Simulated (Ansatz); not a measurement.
Level of theory: DFT PBE, scalar-relativistic, plane waves, PAW in Ansatz 0.2.0. All cells share a 420 eV cutoff and Γ-centred k meshes spaced at most about 0.3 Å⁻¹ (about 0.25 or finer for metals, 2π included). Collinear spin in cells that started with moments and kept them past the coarse steps, no spin elsewhere.

These are static total energies at zero pressure. All come from trial cells, and lower structures may exist.

Problem. These unrelaxed guesses for AlCo2 are each relaxed within their symmetry. Order them by the energy at which they end, lowest first.
A.

```cif
data_structure
_symmetry_space_group_name_H-M 'P6/mmm'
_symmetry_Int_Tables_number 191
_cell_length_a 3.6731
_cell_length_b 3.6731
_cell_length_c 3.1135
_cell_angle_alpha 90.000
_cell_angle_beta 90.000
_cell_angle_gamma 120.000
_cell_volume 36.38
loop_
_atom_site_label
_atom_site_type_symbol
_atom_site_symmetry_multiplicity
_atom_site_Wyckoff_symbol
_atom_site_fract_x
_atom_site_fract_y
_atom_site_fract_z
_atom_site_occupancy
Al1 Al 1 a 0.00000 0.00000 0.00000 1
Co1 Co 2 d 0.33333 0.66667 0.50000 1
```

B.

```cif
data_structure
_symmetry_space_group_name_H-M 'Fd-3m:1'
_symmetry_Int_Tables_number 227
_cell_length_a 6.6079
_cell_length_b 6.6079
_cell_length_c 6.6079
_cell_angle_alpha 90.000
_cell_angle_beta 90.000
_cell_angle_gamma 90.000
_cell_volume 288.53
loop_
_atom_site_label
_atom_site_type_symbol
_atom_site_symmetry_multiplicity
_atom_site_Wyckoff_symbol
_atom_site_fract_x
_atom_site_fract_y
_atom_site_fract_z
_atom_site_occupancy
Al1 Al 8 b 0.00000 0.00000 0.50000 1
Co1 Co 16 c 0.12500 0.12500 0.12500 1
```

C.

```cif
data_structure
_symmetry_space_group_name_H-M 'Fm-3m'
_symmetry_Int_Tables_number 225
_cell_length_a 5.2860
_cell_length_b 5.2860
_cell_length_c 5.2860
_cell_angle_alpha 90.000
_cell_angle_beta 90.000
_cell_angle_gamma 90.000
_cell_volume 147.70
loop_
_atom_site_label
_atom_site_type_symbol
_atom_site_symmetry_multiplicity
_atom_site_Wyckoff_symbol
_atom_site_fract_x
_atom_site_fract_y
_atom_site_fract_z
_atom_site_occupancy
Al1 Al 4 a 0.00000 0.00000 0.00000 1
Co1 Co 8 c 0.25000 0.25000 0.75000 1
```

Solution. A (ends in P6/mmm, 0 meV/atom), B (ends in Fd-3m, cubic Laves (C15) type, 11 meV/atom), C (ends in Fm-3m, fluorite type, 0.48 eV/atom).

For metals, differences of a few meV/atom aren't resolved. Another magnetic order may lie lower. Cells relaxed within their symmetry can be saddle points. Some candidate types were left out of the draw beforehand, so a known form may be missing.
